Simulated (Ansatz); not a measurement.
SiW (CsCl type, Pm-3m), the program Ansatz at the r²SCAN level (PAW), all energies at zero smearing, with the estimated change up to a 700 eV cutoff added, with one set of potentials and settings (totals compare only within such a set). Cell of 2 atoms (1 W, 1 Si): -11036.898 eV.

```tsv
element	reference phase	E (eV/atom)
W	Im-3m, 1 atoms in the cell	-10398.2538
Si	Fd-3m, 2 atoms in the cell	-639.0665
```

Formation energy per atom, worked out: (-11036.898 − 1×(-10398.2538) − 1×(-639.0665))/2 = 0.211 eV/atom (20 kJ per mol of atoms), at 0 K, without zero-point energy or fitted corrections.

A made-up cell: these elements were put on the sites of a structure type; neither database checked (COD, Materials Project) lists it. Its standing as an ambient phase is unchecked. Symmetry was held in the r²SCAN relaxation; whether a distortion lowers the energy is not shown. The run is not spin-polarised. The references are the lowest solids computed at this level, not always the standard phases. Scalar-relativistic: spin–orbit coupling is off unless named, which matters more the heavier the elements.

Potentials: the earlier of the program's two PAW sets.
